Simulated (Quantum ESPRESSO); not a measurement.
## Cheap against tight settings: RbCl

```
RbCl
1.0
    0.00000     3.30870     3.30870
    3.30870     0.00000     3.30870
    3.30870     3.30870     0.00000
Rb Cl
1 1
Cartesian
  0.00000   0.00000   0.00000
  3.30870   3.30870   3.30870
```
The cell comes from the Materials Project (a computed structure). It is RbCl in Fm-3m. Stability against distortions was not tested.

Method: σ by GIPAW with PBE in a modified build of Quantum ESPRESSO, on JTH PAW datasets. The cutoff rises from row to row, with the meshes as listed. Costs are rough, from a shared machine. Shieldings are absolute and leave out the bulk-susceptibility term; a larger σ means a smaller chemical shift. Spin–orbit coupling is left out; its weight grows with the heaviest atom, Rb here. The datasets of Cl hold no d projectors, which limits absolute σ on these atoms. Static lattice: thermal averaging is not included.

```json
[
 {"setting": "A", "cutoff (Ha)": "13", "k-mesh": "3×3×3 through Γ"},
 {"setting": "B", "cutoff (Ha)": "15", "k-mesh": "3×3×3 shifted"},
 {"setting": "C", "cutoff (Ha)": "25", "k-mesh": "4×4×4 shifted"},
 {"setting": "D", "cutoff (Ha)": "35", "k-mesh": "6×6×6 shifted"}
]
```

Task: From which setting on does σ_iso Cl (ppm) stay within 1 of the tightest run?

Result: From C on. Differences from the tightest run: A -31.2, B 2.2, C -0.3.

| setting | cutoff (Ha) | k-mesh | σ_iso Rb (ppm) | σ_iso Cl (ppm) | f-sum rule missed by (%) | rough cost ratio |
|---|---|---|---|---|---|---|
| A | 13 | 3×3×3 through Γ | 3017.6 | 851.3 | 0.09 | about 1 |
| B | 15 | 3×3×3 shifted | 3038.4 | 884.8 | 0.03 | about 1 |
| C | 25 | 4×4×4 shifted | 3036.8 | 882.2 | 0.00 | 4 |
| D | 35 | 6×6×6 shifted | 3037.3 | 882.6 | 0.00 | 20 |
